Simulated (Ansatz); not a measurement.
# Notes on Nb4CoP

```
CELL_PARAMETERS angstrom
6.15403 0.00000 0.00000
0.00000 6.15403 0.00000
0.00000 0.00000 5.02542
ATOMIC_POSITIONS crystal
P 0.50000 0.50000 0.25000
P 0.50000 0.50000 0.75000
Co 0.00000 0.00000 0.25000
Co 0.00000 0.00000 0.75000
Nb 0.16200 0.66200 0.00000
Nb 0.33800 0.16200 0.00000
Nb 0.83800 0.33800 0.00000
Nb 0.66200 0.83800 0.00000
Nb 0.16200 0.33800 0.50000
Nb 0.33800 0.83800 0.50000
Nb 0.83800 0.66200 0.50000
Nb 0.66200 0.16200 0.50000
```

Method: r2SCAN, no spin polarisation; PAW, plane waves to 500 eV, 4×4×5 Γ-centred mesh, cold occupations (width 0.1191 eV) (Ansatz 0.2.0), atoms fixed.

Q: Give the Bader charges.

A: Bader charges in e: Nb +0.66, Co -1.22, P -1.41. In the mean Nb gives up most and P takes most.

Q: Is there a gap?

A: It is a metal, with about 10 states/eV a cell as the mean within 0.25 eV of the Fermi level, mostly Nb d (72 %) and Co d (16 %).

Q: Where is the largest force?

A: The largest is on Nb5 (and as large on other atoms): 0.52 eV/Å, components (-0.30, 0.42, 0.00). It makes 140° with the line to a nearest neighbour, P1 at 2.63 Å, pointing away from it.

Q: Is it stable against the elements?

A: -0.45 eV an atom against the elements' usual phases (free molecules for gases, crystals otherwise, with no correction for O₂ or N₂), so it is bound against them; other compounds may still compete. Relaxing would lower it.

Q: What does the stress say?

A: The pressure is -3.9 GPa (compression positive), so with the atoms held at these fractions the cell would first shrink. The principal stresses -4.5, -4.5, -2.6 GPa differ, so its shape would change too.

Origin: a database entry at a rescaled volume. Caveats: no spin polarisation, so a magnetic state may lie lower.
